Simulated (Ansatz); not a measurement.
The start is a generated trial cell of Si in the AFLOW prototype A_tP12_96_ab (as in Si). The structure is fully relaxed (lattice and positions, P = 0) with r2SCAN (plane waves to 500 eV, PAW, scalar-relativistic; Ansatz, a quantum-chemistry and plane-wave program). First-step values are on the input's coarse k-mesh.

Ansatz input (later rounds restart from its end on a renewed k-mesh):
Ansatz 0.2 input:
```yaml
crystal:
  lattice:
    - [5.2535876, 0, 0]
    - [0, 5.2535876, 0]
    - [0, 0, 6.6195191]
  atoms:
    - { symbol: Si, position: [0.0849, 0.0849, 0] }
    - { symbol: Si, position: [0.5849, 0.4151, 0.25] }
    - { symbol: Si, position: [0.4151, 0.5849, 0.75] }
    - { symbol: Si, position: [0.9151, 0.9151, 0.5] }
    - { symbol: Si, position: [0.1752, 0.3792, 0.2742] }
    - { symbol: Si, position: [0.6752, 0.1208, 0.9758] }
    - { symbol: Si, position: [0.3248, 0.8792, 0.4758] }
    - { symbol: Si, position: [0.8248, 0.6208, 0.7742] }
    - { symbol: Si, position: [0.6208, 0.8248, 0.2258] }
    - { symbol: Si, position: [0.1208, 0.6752, 0.0242] }
    - { symbol: Si, position: [0.8792, 0.3248, 0.5242] }
    - { symbol: Si, position: [0.3792, 0.1752, 0.7258] }
basis: { ecutwfc: 500, ecutrho_ratio: 4, xc_grid: 4, fft_grid_basis: typed }
kpoints: { mp_grid: { grid: [4, 4, 3] } }
hamiltonian:
  xc: r2scan
  dispersion: none
  pseudopotentials: { azcp: { folder: ./paw }, kind: paw }
scf: { occupations: { method: fermi_dirac, width: 0.05 } }
relax: { f_tol: 0.01, max_steps: 100, cell: { stress_tol: 0.02 } }
output: { forces: true, stress: true }
```

```json
{
  "largest_initial_force": "2.73 eV/Å, on Si1, Si2, Si3, Si4 (atoms numbered as listed)",
  "outcome": "The space group stays P4₃2₁2 (No. 96) (the run could not lower it); the end is AFLOW prototype A_tP12_96_ab (as in Si), with 12 atoms in the primitive cell",
  "energy_released": "0.30 eV/atom",
  "volume_change": "+20.6 %, from 15.22 to 18.36 Å³/atom",
  "optimiser_moves": "7"
}
```

Final structure:

```cif
data_Si12
_chemical_formula_sum 'Si12'
_space_group_name_H-M_alt 'P43212'
_space_group_IT_number 96
_space_group_name_Hall 'P 4nw 2abw'
_cell_length_a 5.67113
_cell_length_b 5.67113
_cell_length_c 6.84990
_cell_angle_alpha 90.000
_cell_angle_beta 90.000
_cell_angle_gamma 90.000
loop_
_atom_site_label
_atom_site_type_symbol
_atom_site_symmetry_multiplicity
_atom_site_Wyckoff_symbol
_atom_site_fract_x
_atom_site_fract_y
_atom_site_fract_z
_atom_site_occupancy
Si1 Si 4 a 0.07900 0.07900 0.00000 1
Si2 Si 8 b 0.16471 0.37332 0.23622 1
```

Final values are on a 5×5×4 k-mesh of the relaxed cell. No spin polarisation in the result.

The run could not lose the symmetry of its start, so the end can be a saddle point.

The relaxed structure here is a generated cell of Si: the first start was made by placing the elements on the sites of a structure type, and the end was not matched to a known phase here, so it may be hypothetical. Known forms of Si include space group No. 227.
